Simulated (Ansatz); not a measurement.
HfN (rock salt)

```xyz
2
Lattice="0.0000 2.2740 2.2740 2.2740 0.0000 2.2740 2.2740 2.2740 0.0000" Properties=species:S:1:pos:R:3 pbc="T T T"
N      0.0000     0.0000     0.0000
Hf     2.2740     2.2740     2.2740
```

The relaxed cell is deformed in two ways at once: its volume V is scaled, and at that volume it is stretched along z (the c axis of the conventional cell) so that c/a changes. Fractional atomic positions are held.

Level of theory: PBE (plane waves to 420 eV, PAW, scalar-relativistic; Ansatz, a first-principles code). k mesh 18×18×18 (Γ-centred), Fermi-Dirac smearing 0.05 eV. The energy includes the smearing's −TS. With partly filled bands, the response to shear is sensitive to the k mesh, so small differences along c/a are uncertain. HfN is run without spin polarisation. HfN was relaxed with its symmetry unable to fall. Spin-orbit coupling is left out, though Hf is heavy. The PAW data are Ansatz's earlier set. The last digit holds for this mesh only.

Changes of ΔE (meV/atom) from the point V/V₀ = 1.000, (c/a)/(c/a)₀ = 1.000 when one coordinate moves alone (two changes are said to add if the coupling is within 5 % of the smaller one, nearly so within 20 %):

```tsv
point	change
V/V₀ = 1.000, (c/a)/(c/a)₀ = 0.960	19.1
V/V₀ = 1.000, (c/a)/(c/a)₀ = 0.973	8.2
V/V₀ = 1.000, (c/a)/(c/a)₀ = 0.987	2.0
V/V₀ = 0.960, (c/a)/(c/a)₀ = 1.000	16.6
V/V₀ = 0.973, (c/a)/(c/a)₀ = 1.000	7.2
V/V₀ = 0.987, (c/a)/(c/a)₀ = 1.000	1.8
V/V₀ = 1.013, (c/a)/(c/a)₀ = 1.000	1.7
V/V₀ = 1.027, (c/a)/(c/a)₀ = 1.000	6.6
V/V₀ = 1.040, (c/a)/(c/a)₀ = 1.000	14.4
V/V₀ = 1.000, (c/a)/(c/a)₀ = 1.013	1.9
V/V₀ = 1.000, (c/a)/(c/a)₀ = 1.027	7.4
V/V₀ = 1.000, (c/a)/(c/a)₀ = 1.040	16.3
```

Problem. Do the two effects add at V/V₀ = 1.040, (c/a)/(c/a)₀ = 1.040? Give the computed change.

Solution. The sum of the single changes is 14.4 + (16.3) = 30.7; the calculation gives 28.2, so the coupling contributes -2.5 (under 20 % of the smaller single change, nearly additive).

(A scan under strain: stresses follow from slopes of the energy per volume, elastic moduli from its curvatures.)
